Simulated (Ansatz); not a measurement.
KCl (rock salt, Fm-3m), LDA in the plane-wave PAW code Ansatz: ε∞ = 2.51, cell volume 56.08 Å³. Infrared-active transverse modes:

```json
[
 {"ω_TO (cm⁻¹)": "161.4", "oscillator strength S_xx (e²/amu)": "0.06616"}
]
```

**Question.** Compute the static dielectric constant.

**Answer.** Each mode adds (4.921e7/V) S/ω²: 2.23. So ε0 = 4.74.

**Question.** What LO frequency does the Lyddane–Sachs–Teller relation give?

**Answer.** ω_LO = ω_TO √(ε0/ε∞) = 222 cm⁻¹.

Symmetry was held in the LDA relaxation; phonons on a q-mesh show no instability.

Potentials: the later of the program's two PAW sets.
